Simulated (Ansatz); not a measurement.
Start of a relaxation of Ga₂BAs₃:

```
Ga B As
1.0
     5.52463    0.00000    0.00000
    -2.76232    4.78447    0.00000
     0.00000    0.00000    8.83718
Ga B As
4 2 6
Direct
  0.33333 0.66667 0.06250
  0.66667 0.33333 0.56250
  0.33333 0.66667 0.43750
  0.66667 0.33333 0.93750
  0.00000 0.00000 0.00000
  0.00000 0.00000 0.50000
  0.16667 0.33334 0.25000
  0.83333 0.16667 0.75000
  0.66666 0.83333 0.25000
  0.83333 0.66666 0.75000
  0.16667 0.83333 0.25000
  0.33334 0.16667 0.75000
```

Level of theory: DFT PBE, scalar-relativistic, plane waves, PAW in Ansatz 0.2.0. Cutoff 420 eV, Gaussian smearing, Γ-centred meshes. Cell and atoms relax first on a coarse mesh and then on a finer one. In between, the cell is made exact in the group found at 0.06 Å. In metals the finer mesh still leaves noise of several meV/atom or more. The steps can't lower the symmetry of their start. No spin polarisation.

A guess keeps its type if space group and coordination stay and the shape of the cell changes little (axis ratios within about 15 %, angles within 6°); the volume may change.

Question: Does it keep its structure type, or change into something else?

Answer: It doesn't keep its type. The symmetry stays P6_3/mmc (No. 194). The volume per atom shrinks by 4.5 %, from 19.5 to 18.6 Å³. The shortest distance goes from 2.30 Å (Ga–As) to 2.26 Å (B–As). The ratio c/a of the conventional cell changes by a factor of 0.61. Counting neighbours within 15 % of an atom's shortest distance, the start has As 2, B 6, Ga 3 and the end As 2, B 6, Ga 4. In detail, at the end Ga is surrounded by 1 Ga at 2.58 Å, 3 As at 2.78 Å and 6 As at 3.46 Å; B is surrounded by 6 As at 2.26 Å; As is surrounded by 2 B at 2.26 Å, 2 Ga at 2.78 Å and 2 As at 2.81 Å.

```yaml
crystal:
  lattice:
    - [6.40786, 0.00000, 0.00000]
    - [-3.20393, 5.54937, 0.00000]
    - [0.00000, 0.00000, 6.27036]
  atoms:
    - { symbol: Ga, position: [0.33333, 0.66667, 0.95578] }
    - { symbol: Ga, position: [0.66667, 0.33333, 0.45578] }
    - { symbol: Ga, position: [0.33333, 0.66667, 0.54422] }
    - { symbol: Ga, position: [0.66667, 0.33333, 0.04422] }
    - { symbol: B, position: [0.00000, 0.00000, 0.00000] }
    - { symbol: B, position: [0.00000, 0.00000, 0.50000] }
    - { symbol: As, position: [0.14606, 0.29213, 0.25000] }
    - { symbol: As, position: [0.85394, 0.14606, 0.75000] }
    - { symbol: As, position: [0.70787, 0.85394, 0.25000] }
    - { symbol: As, position: [0.85394, 0.70787, 0.75000] }
    - { symbol: As, position: [0.14606, 0.85394, 0.25000] }
    - { symbol: As, position: [0.29213, 0.14606, 0.75000] }
```

The last run used a 12×12×6 mesh (in the run's order of axes) for its 12-atom cell and Gaussian smearing of 0.10 eV. Symmetry constrained the relaxation, so the result can be a saddle point.
